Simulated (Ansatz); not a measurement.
ZrSi$_{2}$ (fluorite, Fm-3m), plane-wave PAW r²SCAN (Ansatz code), all energies at zero smearing, with the estimated change up to a 700 eV cutoff added, with one set of potentials and settings (totals compare only within such a set). Cell of 3 atoms (1 Zr, 2 Si): -5472.416 eV.

```tsv
element	reference phase	E (eV/atom)
Zr	P6_3/mmc, 2 atoms in the cell	-4195.0260
Si	Fd-3m, 2 atoms in the cell	-639.0667
```

Formation energy per atom, worked out: (-5472.416 − 1×(-4195.0260) − 2×(-639.0667))/3 = 0.248 eV/atom (24 kJ per mol of atoms), at 0 K, without zero-point energy or fitted corrections.

The cell is a constructed one: a structure type filled with these elements; neither database checked (COD, Materials Project) lists it. COD files the formula under space group No. 63, so this cell is another polymorph or a model. Whether it is the stable phase at ambient conditions was not checked. The r²SCAN relaxation kept the symmetry of its start. At this level the phase is mechanically unstable. The run is not spin-polarised. The references are the lowest solids computed at this level, not always the standard phases.

Potentials: the later of the program's two PAW sets.
